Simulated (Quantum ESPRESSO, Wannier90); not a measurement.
RbIO$_{3}$ (R3m): Wannier90 run

```xyz
5
Lattice="3.1877 1.8404 2.6221 -3.1877 1.8404 2.6221 0.0000 -3.6809 2.6221" Properties=species:S:1:pos:R:3 pbc="T T T"
Rb     0.0000     0.0000    -3.8101
I      0.0000     0.0000     0.0083
O      1.3854    -0.7998    -0.8522
O      0.0000     1.5997    -0.8522
O     -1.3854    -0.7998    -0.8522
```

Structure: Materials Project mp-27193, symmetrised, not relaxed again. Not found in the COD (Crystallography Open Database) copy used; not checked further. Method: PBEsol plane waves in Quantum ESPRESSO 7.5 (PseudoDojo norm-conserving files, 68 Ry, no spin polarisation, no spin-orbit coupling), Bloch states on a 6×6×6 mesh through Γ, Wannier90 4.0.1. Density: 8×8×8 mesh, cold smearing 0.01 Ry. Spin-orbit coupling is left out although heavy elements are present.

Bands 5 form an isolated set from -11.67 to -9.26 eV relative to the valence-band maximum (on the path) and are turned into 1 Wannier function by minimising the spread from the start: SCDM (isolated).

Where do the functions sit, how wide are they and what are they made of?


```json
[
 {"functions": "1", "spread (Å²)": "3.17", "nearest atom, distance (Å)": "I 0.27", "second atom, distance (Å)": "O 1.70", "weight on atomic waves": "I 5s 40 %, O 2s 33 %, O 2p 17 %"}
]
```

Ω_I = 3.17 Å², Ω_total = 3.17 Å²; the interpolated bands follow pw.x to 2.6 meV rms on the path.
